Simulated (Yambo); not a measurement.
```
Mg3ZnO4
1.0
    3.02619     0.00000     0.00000
    0.00000     3.02619     0.00000
    0.00000     0.00000     8.55324
O Mg Zn
4 3 1
Cartesian
  0.00000   0.00000   2.16465
  0.00000   0.00000   6.38859
  1.51310   1.51310   0.00000
  1.51310   1.51310   4.27662
  1.51310   1.51310   6.41861
  1.51310   1.51310   2.13463
  0.00000   0.00000   4.27662
  0.00000   0.00000   0.00000
```

Mg$_{3}$ZnO$_{4}$ (space group P4/mmm, No. 123): mean Im ε in 1 eV windows above the direct gap of 5.16 eV, for different electron-hole kernels (Yambo, broadening 0.15 eV, PBEsol (Quantum ESPRESSO, PseudoDojo norm-conserving, 84 Ry, no spin-orbit coupling) bands; 10×10×4 mesh, 11 valence and 2 conduction bands, static screening with 65 bands and a 3 Ry block, scissor 1.95 eV, Tamm-Dancoff; field along x).

```
window (eV)  independent quasiparticles  RPA (no attraction)  BSE
-----------  --------------------------  -------------------  ---
5.2 to 6.2                          0.8                  0.7  2.6
6.2 to 7.2                          1.6                  1.4  2.2
7.2 to 8.2                          2.1                  1.9  2.1
```

This run doesn't resolve bound excitons or single peaks, so only averages are given, and they too depend on the mesh; weight that the attraction moves below the gap isn't listed. All transitions below 8.98 eV are in the band window. The scissor comes from a G0W0 run whose convergence isn't established.

Geometry of the Materials Project entry, not relaxed at this level.

The structure is a Materials Project entry; no match was found in the copy of COD used, and its stability was not checked.

With a shallow 3d shell G0W0 needs far more bands and larger blocks than here, so the scissor is uncertain by tenths of an eV or more.
